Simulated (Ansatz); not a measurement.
NbAg in space group Pmma (No. 51; Ag on 2e, Nb on 2f) under volume change, PBEsol in the plane-wave PAW code Ansatz, shape and atoms relaxed at each volume.

```tsv
V (Å³/atom)	E − E(relaxed) (meV/atom)	P (GPa)
15.370	…	…
15.877	35.2	11.83
16.383	8.3	5.40
16.890	0.0	-0.01
17.397	…	…
17.903	27.9	-8.31
18.410	59.3	-11.44
```

Task: Complete the blanks.

Result: 
- 17.397, E − E(relaxed) (meV/atom): 7.4
- 17.397, P (GPa): -4.53
- 15.370, E − E(relaxed) (meV/atom): 84.4
- 15.370, P (GPa): 19.48

Task: What does a third-order Birch–Murnaghan fit give for V₀, B₀ and B′?

Result: V₀ = 16.89 Å³/atom, B₀ = 164 GPa, B′ = 4.9.

The start of the workflow was typed in or built on a structure type; neither database checked (COD, Materials Project) lists it. Its standing as an ambient phase is unchecked. The PBEsol relaxation kept the symmetry of its start; phonons show weakly imaginary modes. No spin polarisation was allowed. Its formation energy is positive at this level, so the cell may be metastable or incomplete.

Potentials: the later of the program's two PAW sets.
